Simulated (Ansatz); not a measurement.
In PBEsol in the plane-wave PAW code Ansatz, CoW in the rock salt structure (Fm-3m) relaxes to a = 4.820 Å. Co has 6 nearest neighbours from 2.41 Å (octahedral). Against the elements it lies at 0.85 eV/atom, with no fitted shifts.

Electronic character: metallic (no gap). Gap from PBEsol with spin–orbit coupling: none (metallic). The magnetic state found is non-magnetic (starting moments vanished).

The bulk modulus is 256 GPa. The relaxed-ion elastic constants in GPa are C11 = 403, C12 = 183, C44 = -25.3. The highest mode at Γ lies at 20.8 meV.

The start of the workflow was typed in or built on a structure type; neither database checked (COD, Materials Project) lists it. Its standing as an ambient phase is unchecked. The cell was relaxed with PBEsol under the symmetry of its start. At this level the phase is mechanically unstable. The workflow began spin-polarised and lost its moments. Its formation energy is positive at this level, so the cell may be metastable or incomplete. As this level gives no gap, shear constants depend on the k-mesh and smearing (Fermi–Dirac, 0.1 eV here). The references are the lowest solids computed at this level, not always the standard phases. Spin–orbit coupling is left out wherever it is not named.

Potentials: the earlier of the program's two PAW sets. The files were generated under PBE; for other functionals the program regenerates the frozen cores, and for LDA and PBEsol the local potential too.
